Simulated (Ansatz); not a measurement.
Input:

Starting cell, BiTe (space group P-3m1):

```
BiTe
1.0
    4.38757     0.00000     0.00000
   -2.19378     3.79974     0.00000
    0.00000     0.00000    23.61264
Bi Te
6 6
Direct
  0.33333   0.66667   0.29183
  0.66667   0.33333   0.70817
  0.00000   0.00000   0.87558
  0.00000   0.00000   0.12442
  0.66667   0.33333   0.46486
  0.33333   0.66667   0.53514
  0.33333   0.66667   0.05277
  0.66667   0.33333   0.94723
  0.00000   0.00000   0.63568
  0.00000   0.00000   0.36432
  0.66667   0.33333   0.20864
  0.33333   0.66667   0.79136
```

A phonon eigenvector at Γ is frozen into this cell: atom i moves by Q times the vector below, so Q is the largest atomic displacement, in Å. The cell is held. It is one choice among 2 degenerate patterns.

```csv
atom,x,y,z
Bi1,0.000,-1.000,0.000
Bi2,0.000,-1.000,0.000
Bi3,0.000,0.599,0.000
Bi4,0.000,0.599,0.000
Bi5,0.000,0.511,0.000
Bi6,0.000,0.511,0.000
Te7,0.000,0.629,0.000
Te8,0.000,0.629,0.000
Te9,0.000,-0.738,0.000
Te10,0.000,-0.738,0.000
Te11,0.000,-0.072,0.000
Te12,0.000,-0.072,0.000
```

Method: LDA (plane waves to 420 eV, PAW, scalar-relativistic; Ansatz, an electronic-structure program). k mesh 7×7×2 (Γ-centred), Fermi-Dirac smearing 0.05 eV. Energies are smeared free energies. BiTe was relaxed with its symmetry unable to fall. Spin-orbit coupling is left out, though Bi and Te are heavy. ΔE is measured from the undisplaced structure.

The scan covers Q from -0.280 to 0.280 Å in 13 points.

Problem. Is this a single well or a double well?

Solution. A single well with its minimum at or next to zero displacement.

Problem. Is the energy the same for equal positive and negative displacements?

Solution. Even: the same for both signs.

Problem. Which space group does the distorted structure have?

Solution. Cm (No. 8), lowered from P-3m1.

Problem. What is the energy change at Q = 0.280 Å?

Solution. 227.9 meV/cell.

Problem. What harmonic wavenumber does the curvature at Q = 0 give?

Solution. 41 cm⁻¹.

(For displaced atoms, the force is minus the slope of the energy, and its curvature is a force constant, which sets phonon frequencies.)
